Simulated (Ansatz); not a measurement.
Ansatz (a program for electronic structure) input:

Ansatz 0.2 input:
```yaml
crystal:
  lattice:
    - [0.0, 5.2202515092, 5.2202515092]
    - [5.2202515092, 0.0, 5.2202515092]
    - [5.2202515092, 5.2202515092, 0.0]
  atoms:
    - { symbol: Rb, position: [0.25, 0.25, 0.25] }
    - { symbol: Rb, position: [0.75, 0.75, 0.75] }
    - { symbol: Na, position: [0.5, 0.5, 0.5] }
    - { symbol: In, position: [0.0, 0.0, 0.0] }
    - { symbol: Cl, position: [0.2409271683, 0.7590728317, 0.7590728317] }
    - { symbol: Cl, position: [0.7590728317, 0.2409271683, 0.2409271683] }
    - { symbol: Cl, position: [0.7590728317, 0.2409271683, 0.7590728317] }
    - { symbol: Cl, position: [0.2409271683, 0.7590728317, 0.2409271683] }
    - { symbol: Cl, position: [0.7590728317, 0.7590728317, 0.2409271683] }
    - { symbol: Cl, position: [0.2409271683, 0.2409271683, 0.7590728317] }
kpoints:
  mp_grid: { grid: [5, 5, 5] }
hamiltonian:
  xc: r2scan
  pseudopotentials: { kind: paw }
scf:
  occupations: { method: fixed }
checkpoint: { read: static.run }
output: { write_density: true, elf: true, volumetric_format: npy }
basis: { fft_grid_basis: typed }
```

Output (shortened):

```
Pseudopotentials: kind: paw
Pseudopotential: Rb, paw, valence charge 9
Pseudopotential: Na, paw, valence charge 9
Pseudopotential: In, paw, valence charge 13
Pseudopotential: Cl, paw, valence charge 7
Functional definition: r2SCAN
Crystal: 10 atoms, lattice volume = 284.514 Å³
Basis set: ecut = 500 eV, 7239 PW (Γ), exchange–correlation on 216×216×216 points (64 copies of the dense FFT grid, shifted against one another)
Bands: 51, of which v1, the nominal top of the filled ones, is band 41 counted from 1 (40 counted from 0)
Symmetry: 48 space group operations
Space group: Fm-3m (ITA 225), of the structure as read, at distance tolerance 6.6e-5 Å
k-points: 10 of 125
PAW frozen core: Rb, regenerated for the run's functional
PAW frozen core: Na, regenerated for the run's functional
PAW frozen core: In, regenerated for the run's functional
PAW frozen core: Cl, regenerated for the run's functional
Initial density: read from a saved state, or passed on in memory by an earlier SCF of this step, an earlier step, the calling program or the single point that …
Stability of the state it starts from, as read at its close in the unpolarized treatment …
Initial wavefunctions: pseudopotential atomic-orbital guess
Eigensolver: davidson
Functional: x = r2scan, c = r2scan; τ floored in thin density (d = 2e-4 eV/Å³)
iter 1 solved again at ethr=1.67e-7 eV; its pass at ethr=3.10e-3 eV (dr2=1.37e-4 eV) is discarded
SCF iter   1: F=—  HF=-20176.843578 eV  |F-HF|=—  |Δ(HF+E_count)|=         —  Δρ=1.23e-6  dr2=2.42e-9  dr2_τ=9.08e-10  ethr=1.67e-7  ⟨swp⟩=4.1  Hψ=3163  notcnv=0  defer=80
all-band conjugate gradients solve this SCF's bands
preconditioner: auto → Resta (q_TF=auto, 2.217 Å⁻¹)
SCF iter   2: F=—  HF=-20176.843517 eV  |F-HF|=—  |Δ(HF+E_count)|=   6.08e-5  Δρ=6.12e-7  dr2=6.76e-10  dr2_τ=8.73e-10  ethr=2.95e-12  ⟨swp⟩=22.5  Hψ=3696  notcnv=0
SCF iter   3: F=-20176.843517 eV  HF=-20176.843517 eV  |F-HF|=9.82e-11  |Δ(HF+E_count)|=  1.06e-10  Δρ=3.98e-7  dr2=2.48e-10  dr2_τ=9.20e-11  ethr=1.00e-12  ⟨swp⟩=1.1  Hψ=1040  notcnv=0
SCF 1 converged in 3 iterations: F = -20176.843517 eV  dr2 = 2.48e-10
SCF converged after 3 iterations
Free energy (F): -20176.843517 eV
Harris-Foulkes:  -20176.843517 eV  (|F-HF|=9.82e-11)
Internal energy: -20176.843517 eV  (E = F + TS)
E sigma→0 (E₀):  -20176.843517 eV
Fermi energy:    1.568427 eV
--- Per-component energies (eV) ---
  E_band       = -649.944427
  E_kinetic    = 1718.026188
  E_local      = -5664.079573  (includes V_loc(G=0)·N_el)
  E_nonlocal   = 1001.093676
  E_hartree    = 1958.735962
  E_xc         = -1111.989322
  E_vxc        = -1272.497119  (∫ρ·V_xc dr)
  E_paw        = -13726.948561  (= ΣΔE_a)
  E_vpaw       = -421.406311  (= ΣTr[D̂ρ^β])
  E_aug_tail   = 0.000241  (compensation charges beyond the density's cutoff)
  E_vtau       = 71.446521  (kinetic-family band-sum trace: ∫τ·v_τ [+ j·A + Jᵃ·Aᵃ] dr)
  E_ewald      = -4351.509111
  E_core_change = -0.173017  (= ΣΔE_core)
  E_smearing   =  0.000000  (= −TS)
  E_closure    =  0.000000  (closes the sum)
  Σ components = -20176.843517   (vs F -20176.843517, Δ=0.00e0)
  [band-id]    e_kinetic+e_local+e_nonlocal+2·e_hartree+e_vxc+e_vpaw+e_augmentation_tail+e_vtau = -649.944453   (vs E_band -649.944427, Δ=-2.68e-5)
--- Band table (eV; the first three rows and the last of 10) ---
  k-point 0: bands = ["-49.8405", "-23.5822", "-23.5793", "-20.2677", "-20.2677", "-20.2677", "-12.5919", "-12.5919", "-12.4337", "-11.8668", "-11.8668", "-11.8668", "-11.5552", "-11.5552", "-11.5552", "-10.6644", "-10.6644", "-7.1413", "-7.1413", "-7.1413", "-7.1051", "-7.1051", "-7.1051", "-3.2619", "-1.0666", "-1.0666", "-1.0666", "-0.0566", "-0.0566", "-0.0566", "0.9313", "0.9313", "0.9313", "1.0104", "1.0104", "1.1475", "1.1475", "1.1475", "1.5684", "1.5684", "1.5684", "5.3713", "7.7836", "8.9787", "8.9787", "8.9787", "9.1251", "9.1251", "9.2912", "10.1423", "10.1423"]
  k-point 1: bands = ["-49.8405", "-23.5819", "-23.5795", "-20.2677", "-20.2677", "-20.2677", "-12.5979", "-12.5979", "-12.4037", "-11.9106", "-11.8528", "-11.8528", "-11.5551", "-11.5551", "-11.5551", "-10.6772", "-10.6772", "-7.1338", "-7.1338", "-7.1230", "-7.1040", "-7.1040", "-7.0950", "-3.1539", "-1.1718", "-0.9589", "-0.9589", "-0.0593", "0.0031", "0.0031", "0.8240", "0.8240", "0.8797", "0.8797", "0.8832", "0.9813", "1.1603", "1.1603", "1.4740", "1.4740", "1.5071", "5.6845", "8.1050", "8.9729", "9.3341", "9.3341", "9.3819", "9.3819", "9.5271", "10.3800", "10.3800"]
  k-point 2: bands = ["-49.8405", "-23.5811", "-23.5802", "-20.2678", "-20.2677", "-20.2677", "-12.6074", "-12.6074", "-12.3402", "-11.9960", "-11.8300", "-11.8300", "-11.5551", "-11.5551", "-11.5550", "-10.6982", "-10.6982", "-7.1178", "-7.1178", "-7.1061", "-7.1061", "-7.0910", "-7.0811", "-2.9481", "-1.3669", "-0.7325", "-0.7325", "-0.0007", "0.1414", "0.1414", "0.4273", "0.5559", "0.5559", "0.6588", "0.6588", "1.1038", "1.1535", "1.1535", "1.3662", "1.3710", "1.3710", "6.2109", "8.7241", "8.9957", "9.6754", "9.9416", "9.9416", "10.0665", "10.0665", "10.8520", "10.8520"]
  k-point 9: bands = ["-49.8405", "-23.5809", "-23.5804", "-20.2677", "-20.2677", "-20.2677", "-12.6388", "-12.6018", "-12.3087", "-11.9209", "-11.8789", "-11.8511", "-11.5550", "-11.5550", "-11.5549", "-10.7459", "-10.6854", "-7.1067", "-7.1003", "-7.0996", "-7.0919", "-7.0896", "-7.0871", "-2.8361", "-1.1015", "-0.8801", "-0.7302", "-0.1045", "0.0805", "0.3300", "0.3597", "0.4624", "0.6478", "0.7083", "0.7927", "0.9111", "0.9867", "0.9967", "1.0601", "1.2505", "1.3953", "6.4790", "9.4309", "9.6784", "9.9829", "10.2458", "10.3447", "10.4488", "10.6212", "10.7654", "10.9345"]
  band table: 51 of 51 bands, residual norms ≤ 1.0e-3 eV
```

Cost: around 15 core-seconds (rough) on shared cores.

The first step of the workflow began from a Materials Project structure, measured or hypothetical; the Crystallography Open Database copy checked does not list it. Whether it is the stable phase at ambient conditions was not checked. The cell was relaxed with r²SCAN under the symmetry of its start; whether a distortion lowers the energy is not shown. Spin–orbit coupling is left out wherever it is not named.

Potentials: the later of the program's two PAW sets.

Ansatz is a plane-wave DFT program.
